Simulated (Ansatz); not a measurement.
Calculated field gradients at the nuclei for LiHS

The cell is a COD entry, ions relaxed with PBE at fixed cell.

```yaml
crystal:
  lattice:
    - [6.15687, 0.00000, 0.00000]
    - [0.00000, 2.80920, 2.75739]
    - [0.00000, -2.80920, 2.75739]
  atoms:
    - { symbol: Li, position: [0.50000, 0.50122, 0.50122] }
    - { symbol: Li, position: [0.00000, 0.50122, 0.50122] }
    - { symbol: H, position: [0.25000, 0.13024, 0.98828] }
    - { symbol: H, position: [0.75000, 0.98828, 0.13024] }
    - { symbol: S, position: [0.75000, 0.99868, 0.47436] }
    - { symbol: S, position: [0.25000, 0.47436, 0.99868] }
```

Atom numbers follow the list; atoms alike are taken as one site, whose name carries the number of the first.

Computed with Ansatz: DFT, PBE, plane waves and PAW, scalar-relativistic, 420 eV cutoff, Γ-centred 5×7×7 k-points, Fermi–Dirac smearing 0.02 eV.

Conventions: |V_zz| ≥ |V_yy| ≥ |V_xx|, η = (V_xx − V_yy)/V_zz, C_Q = eQV_zz/h. Directions are in the Cartesian axes of the cell vectors above, for the atom listed; none is given where the gradient is under 0.02 or η is above 0.95.

(1) What field gradients does the calculation give at each kind of site?

Results:

(1) 

```csv
site,first atom,first shell,V_zz (10²¹ V/m²),η,"direction of V_zz (x, y, z)"
Li,1,4 S at 2.49–2.51 Å,-0.028,0.12,0.93 0.36 0.00
H,3,1 S at 1.35 Å,2.17,0.02,0.00 0.69 0.72
S,5,1 H at 1.35 Å; also 4 Li at 2.49–2.51 Å,17.68,0.12,0.00 -0.69 0.72
```

At H V_zz points along its bond to S (within 1°). At S V_zz points along its bond to H (within 1°).

The relaxation (3 steps) took 19 s of wall time (19 s of CPU time) and 0.37 GiB at its peak, on 1 thread of Arm Neoverse V1 (aarch64; 8 cores open to the job, memory cap 2.5 GiB, no GPU), a shared host with a load of 0.3 a core.
